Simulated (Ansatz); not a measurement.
MoSe₂:
```
MoSe2
1.0
    3.27706     0.00000     0.00000
   -1.63853     2.83801     0.00000
    0.00000     0.00000    12.73290
Mo Se
2 4
Direct
  0.66667   0.33333   0.25000
  0.33333   0.66667   0.75000
  0.33333   0.66667   0.38147
  0.66667   0.33333   0.61853
  0.66667   0.33333   0.88147
  0.33333   0.66667   0.11853
```

Relaxed with PBE+D3(BJ). Independent-particle spectrum: no excitons, no local fields, no scissors shift; 0.1 eV broadening; ε₁ of the summed bands alone.

Problem. Tabulate the dielectric function from the program Ansatz at the PBE+D3(BJ) level (PAW).

Solution. 

```tsv
E (eV)	ε₁ xx	ε₂ xx	ε₁ zz	ε₂ zz
0.0	17.80	0.00	12.30	0.00
0.4	18.14	0.00	12.42	0.00
0.8	19.29	0.00	12.81	0.00
1.2	22.09	0.00	13.60	0.00
1.6	29.46	5.28	15.27	0.01
2.0	26.76	16.47	20.24	2.70
2.4	20.86	22.94	14.18	10.67
2.8	11.62	28.41	12.55	8.05
3.2	1.11	18.31	14.18	5.16
3.6	7.12	17.03	20.38	10.73
4.0	-1.77	20.53	16.02	12.28
4.4	-1.98	14.44	11.46	23.05
4.8	-0.91	13.20	3.94	19.68
5.2	-5.75	10.61	-6.91	19.86
5.6	-4.15	8.90	-4.82	9.43
6.0	-4.07	6.70	-3.02	6.90
6.4	-3.62	5.69	-0.31	6.17
6.8	-2.92	4.23	0.76	6.64
7.2	-2.23	3.34	-1.30	7.07
7.6	-1.25	2.31	0.40	4.92
8.0	0.46	2.21	2.26	6.49
8.4	1.23	3.44	0.74	8.56
8.8	1.24	3.90	-1.20	8.38
9.2	1.27	4.29	-2.44	7.57
9.6	1.18	5.97	-2.60	5.41
10.0	-0.53	5.52	-2.16	5.99
10.4	-0.98	5.06	-2.62	4.96
10.8	-1.63	5.22	-2.82	4.89
11.2	-2.10	4.10	-3.34	4.24
11.6	-2.09	3.76	-3.38	3.20
12.0	-2.08	2.74	-3.02	2.10
```

Problem. From ε at 1.7 eV (xx: 30.01 + 8.39i), find n, k, the normal reflectivity and the absorption coefficient.

Solution. n = 5.53, k = 0.759, R = 49 %, α = 2kE/ħc = 130000 cm⁻¹.

With all bands, ε∞ without local fields is 17.9 (xx = yy), 12.4 (zz). DFPT, with local fields, gives 17.0 (xx = yy), 8.88 (zz).

Space group P6_3/mmc. Symmetry was held in the PBE+D3(BJ) relaxation; phonons on a q-mesh show no instability. The run is not spin-polarised. Scalar-relativistic: spin–orbit coupling is off unless named, which matters more the heavier the elements.

Potentials: the later of the program's two PAW sets.
